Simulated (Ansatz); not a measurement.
A crystal relaxed with r2SCAN in the PAW code Ansatz has space group P6_3mc (No. 186) and a = 3.866 Å, c = 6.375 Å.

```csv
atom,site,x,y,z
Xx,2b,0.3333,0.6667,0.0002
Bi,2b,0.3333,0.6667,0.3748
```

With r2SCAN the gap is 0.20 eV and direct, at Γ. With HSE06 the gap is 0.59 eV and direct, at Γ. With PBE the gap is 0.09 eV and direct, at Γ. Meshes: r2SCAN 12×12×4, HSE06 6×6×4, PBE 12×12×4.

**Question.** Which element is Xx?
A. Tl
B. Al
C. Ga
D. B

**Answer.** D. Xx is B: BBi (wurtzite). B has 4 Bi at 2.37–2.39 Å; Bi has 4 B at 2.37–2.39 Å.

These are computed values for a spin-unpolarised cell that may be hypothetical; none is a measurement.

Spin-orbit coupling is left out; in compounds of Pb, Bi, Tl or Hg it can lower a gap by up to about 1 eV, split its edges or invert the bands.

Gaps or overlaps of about a tenth of an eV are at the limit of these meshes: between the points read a gap can be smaller or closed.

The meshes of the hybrids are coarse, so their gaps aren't converged to the digits shown.
